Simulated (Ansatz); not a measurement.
P:
```xyz
4
Lattice="3.2851 0.0000 0.0000 0.0000 4.5857 0.0000 0.0000 0.0000 30.0000" Properties=species:S:1:pos:R:3 pbc="T T F"
P      0.0000     4.1737    16.0447
P      1.6426     2.7048    16.0447
P      0.0000     0.4120    13.9553
P      1.6426     1.8808    13.9553
```
Free-standing layer in the xy plane with vacuum along z and no interaction between images.

Relaxed with r²SCAN+D4. DFT-r²SCAN+D4 in the program Ansatz with PAW potentials gives a gap of 1.03 eV.

What gap does HSE06 give on the same cell (Ansatz, PAW)?

1.53 eV, 0.49 eV more. The hybrid was solved on a coarser mesh and at special points; its gap is the smallest among all of these.

| k | v1 r²SCAN+D4 | c1 r²SCAN+D4 | v1 HSE06 | c1 HSE06 |
|---|---|---|---|---|
| Γ | 0.00 | 1.03 | 0.00 | 1.53 |
| X | -2.06 | 1.46 | … | … |
| S | -1.20 | 2.58 | … | … |
| Y | -1.37 | 2.36 | … | … |

Top valence (v1) and lowest conduction level (c1) in eV from each method's valence maximum (which need not be a listed point): supply the withheld HSE06 values.


- S, v1 HSE06: -1.27
- S, c1 HSE06: 3.12
- X, v1 HSE06: -2.17
- X, c1 HSE06: 1.94
- Y, v1 HSE06: -1.42
- Y, c1 HSE06: 2.86

Cost on shared cores: the r²SCAN+D4 run (SCF on a 10×8×1 mesh, then bands and DOS) roughly 2.2 core-minutes, the HSE06 run (SCF on 8×6×1, then a few points) around 12 core-minutes (rough); the tasks are unlike.

Space group Pmna (puckered). A layer that has been made, often on a substrate. The cell was relaxed with r²SCAN+D4 under the symmetry of its start; its stability against distortions is not shown here.

Potentials: the earlier of the program's two PAW sets.
